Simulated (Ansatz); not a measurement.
**One input, then a changed one: Sc (dhcp type)**

First run: DFT, PBE, PAW with Ansatz's default frozen-core files, scalar-relativistic (Ansatz 0.2.0).

Command: `ansatz run input.yaml --threads 1 --pin off --max-ram 3072MiB --backend cpu --events-out ev --progress --plain --runs-dir out` It took 12 s on 1 thread of Arm Neoverse V2, with other jobs on the host, peak memory 0.4 GiB.

```yaml
crystal:
  lattice:
    - [3.2920613758, 0.0, 0.0]
    - [-1.6460306879, 2.8510087823, 0.0]
    - [0.0, 0.0, 10.4976142426]
  atoms:
    - { symbol: Sc, position: [0.0, 0.0, 0.0] }
    - { symbol: Sc, position: [0.0, 0.0, 0.5] }
    - { symbol: Sc, position: [0.3333333333, 0.6666666667, 0.25] }
    - { symbol: Sc, position: [0.6666666667, 0.3333333333, 0.75] }
kpoints:
  mp_grid: { grid: [12, 12, 4] }
  band_path:
    path:
      - [0.0, 0.0, 0.0]
      - [0.5, 0.0, 0.0]
      - [0.3333333333, 0.3333333333, 0.0]
      - [0.0, 0.0, 0.0]
      - [0.0, 0.0, 0.5]
      - [0.5, 0.0, 0.5]
      - [0.3333333333, 0.3333333333, 0.5]
      - [0.0, 0.0, 0.5]
      - [0.5, 0.0, 0.5]
    npoints: 8
scf:
  occupations: { method: fermi_dirac, width: 0.05 }
hamiltonian:
  xc: pbe
  pseudopotentials: { kind: paw }
output:
  forces: true
  stress: true
  eigenvalues: true
  populations: true
  dos: { projected: true, de: 0.2, e_range: [-14, 8] }
  write_density: true
  write_potential: true
  elf: true
  volumetric_format: npy
```

The cell comes from a relaxation on PAW files under the same functional, begun from a prototype that needn't be the stable phase.

This run: the series' base cell.

It converges in 6 SCF iterations at a pressure of 0.01 GPa, cutoff 420 eV.

The input is then changed:

```diff
   populations: true
-  dos: { projected: true, de: 0.2, e_range: [-14, 8] }
-  write_density: true
-  write_potential: true
-  elf: true
-  volumetric_format: npy
+magnetization:
+  spin_polarized: true
```

**Question.** What does the second run give?

**Answer.** It converges in 16 SCF iterations at a pressure of 0.01 GPa, cell moment 0.00 μB, cutoff 420 eV. Results part of its log:
```
SCF 1 converged in 16 iterations: F = -8543.176938 eV  dr2 = 5.12e-9
  greatest PAW one-centre occupation: 0.998 electrons in one spin orbital (limit 2), on the Sc atom at site 3 (counted from 0), in its partial waves of l = 0
the search or the solves at the SCF's close seem to have found levels that the self-consistency loop had missed (the run counts 4). By its estimate they hold under 1e-12 electrons; where the run keeps them, the occupations were computed again with them
NSCF: frozen V_eff on 65 k-points
SCF converged after 16 iterations
Magnetization: 0.0000 μB (22.0000 up, 22.0000 down)
Absolute magnetization: 0.0000 μB (∫|ρ↑−ρ↓|, with the PAW one-centre terms)
Spin contamination: 0.0000 ħ² per cell (⟨S²⟩ above its minimum at these occupations)
Per-site moments (μB) at R_I (Å): [(8.018838421273755e-8, 1.336655956845997), (8.018838420690141e-8, 1.336655956845997), (-4.0675862967512355e-8, 1.336655956845997), (-4.067586287366102e-8, 1.336655956845997)]
Free energy (F): -8543.176938 eV
Harris-Foulkes:  -8543.176938 eV  (|F-HF|=4.39e-9)
Internal energy: -8543.111597 eV  (E = F + TS)
E sigma→0 (E₀):  -8543.144268 eV
Entropy (-TS):   -0.065342 eV (-16.335 meV/atom)
Fermi energy:    9.295482 eV
--- Per-component energies (eV) ---
[... lines left out ...]
        0.006203      -0.000000      -0.000000
       -0.000000       0.006203       0.000000
       -0.000000       0.000000       0.011546
  P = ⅓ Tr σ = 0.0080 GPa (0.080 kbar)
--- Band table (eV; the first three rows and the last of 114) ---
  k-point 0 ↑: bands = ["-40.1342", "-40.1086", "-40.0930", "-40.0672", "-18.9535", "-18.7675", "-18.7284", "-18.6071", "-18.6071", "-18.5792", "-18.5792", "-18.5760", "-18.5760", "-18.5479", "-18.5479", "-18.5355", "4.1391", "5.6282", "5.6394", "7.6007", "9.7074", "10.1207", "10.1741", "10.7568", "10.7568", "10.7854", "10.7854", "11.0144", "11.0968", "11.0968", "11.1670", "11.1670", "11.9238", "11.9238"]
  k-point 1 ↑: bands = ["-40.1318", "-40.1155", "-40.0861", "-40.0697", "-18.9383", "-18.8294", "-18.6655", "-18.6049", "-18.6049", "-18.5890", "-18.5890", "-18.5662", "-18.5662", "-18.5518", "-18.5502", "-18.5502", "4.2415", "5.0189", "6.3206", "7.4367", "9.6924", "9.8869", "10.4517", "10.7887", "10.7887", "10.8201", "10.8201", "10.9399", "11.0413", "11.0413", "11.1033", "11.1033", "11.9978", "11.9978"]
  k-point 2 ↑: bands = ["-40.1251", "-40.1251", "-40.0765", "-40.0765", "-18.8947", "-18.8947", "-18.5985", "-18.5985", "-18.5985", "-18.5985", "-18.5978", "-18.5978", "-18.5566", "-18.5566", "-18.5566", "-18.5566", "4.5418", "4.5418", "6.9713", "6.9713", "9.7281", "9.7281", "10.7358", "10.7358", "10.8557", "10.8557", "10.8557", "10.8557", "10.9972", "10.9972", "10.9972", "10.9972", "12.1401", "12.1401"]
  k-point 56 ↓: bands = ["-40.0686", "-40.0686", "-40.0529", "-40.0529", "-18.8522", "-18.8522", "-18.8254", "-18.8254", "-18.7700", "-18.7700", "-18.7605", "-18.7605", "-18.6475", "-18.6475", "-18.6285", "-18.6285", "8.7466", "8.7466", "8.7635", "8.7635", "8.8054", "8.8054", "8.9423", "8.9423", "9.8852", "9.8852", "9.9754", "9.9754", "11.5190", "11.5190", "12.1375", "12.1375", "12.9009", "12.9009"]
--- Löwdin populations: 4 sites ---
  site symbol       q [e]    m [muB]
     0     Sc     10.8711     0.0000
     1     Sc     10.8711     0.0000
     2     Sc     10.8617    -0.0000
     3     Sc     10.8617    -0.0000
  spilling = 0.012143 (of n_electrons = 44.000000)
```
